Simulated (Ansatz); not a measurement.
Values for one crystal, relaxed and computed with DFT-r²SCAN in the program Ansatz with PAW potentials; other levels are named.

```yaml
volume_per_atom: 12.32 Å³
electronic_character: metallic (no gap)
Bulk modulus (Birch–Murnaghan fit): 244 GPa
Density of states at the Fermi level: 0.81 states/eV per atom (mean over ±0.08 eV)
Pressure derivative B′: 4.4
Formation energy from the elements (no fitted shifts): -0.13 eV/atom
```

Which compound is it?
A. InMo2C, P6_3/mmc (In on 2d, Mo on 4f, C on 2a)
B. SiMo2N, P6_3/mmc (Si on 2d, Mo on 4f, N on 2a)
C. Hf2SiN, P6_3/mmc (Si on 2d, Hf on 4f, N on 2a)
D. Zr2SiN, P6_3/mmc (Zr on 4f, Si on 2d, N on 2a)

B, SiMo2N, P6_3/mmc (Si on 2d, Mo on 4f, N on 2a)

The start of the workflow was typed in or built on a structure type; neither database checked (COD, Materials Project) lists it. Whether it is the stable phase at ambient conditions was not checked. The cell was relaxed with r²SCAN under the symmetry of its start; whether a distortion lowers the energy is not shown. Spin order of the final state: ferromagnetic, the only order run, not a proven ground state. Other orbital occupations within this spin state were not tried. No Hubbard U is applied. The references are the lowest solids computed at this level, not always the standard phases (solids in place of the gases). Scalar-relativistic: spin–orbit coupling is off unless named, which matters more the heavier the elements.

Potentials: the earlier of the program's two PAW sets.
